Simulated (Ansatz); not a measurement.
BaC₂:
```xyz
3
Lattice="2.5417 1.4674 2.4540 -2.5417 1.4674 2.4540 0.0000 -2.9349 2.4540" Properties=species:S:1:pos:R:3 pbc="T T T"
Ba     0.0000     0.0000     0.0000
C      0.0000     0.0000     4.3136
C      0.0000     0.0000     3.0485
```

Cartesian axes are those of the cell as given.

Q: Give the high-frequency dielectric tensor and the Born effective charge tensors of the independent atoms from DFPT, DFT-PBEsol in the program Ansatz with PAW potentials.

A: 
ε∞:
```
4.70  0.00  0.00
0.00  4.70  0.00
0.00  0.00  5.46
```
Z* of atom 1 (Ba), rows: field, columns: displacement, in e:
```
2.79  0.00  0.00
0.00  2.79  0.00
0.00  0.00  2.68
```
Z* of atom 2 (C), rows: field, columns: displacement, in e:
```
-1.40   0.00   0.00
 0.00  -1.40   0.00
 0.00   0.00  -1.34
```

Space group R-3m. The workflow started from a Materials Project entry (that database holds measured and hypothetical structures alike); the Crystallography Open Database copy checked does not list it. Its standing as an ambient phase is unchecked. The cell was relaxed with PBEsol under the symmetry of its start; phonons on a q-mesh show no instability. Its formation energy is positive at this level, so the cell may be metastable or incomplete. Spin–orbit coupling is left out wherever it is not named.

Potentials: the later of the program's two PAW sets.
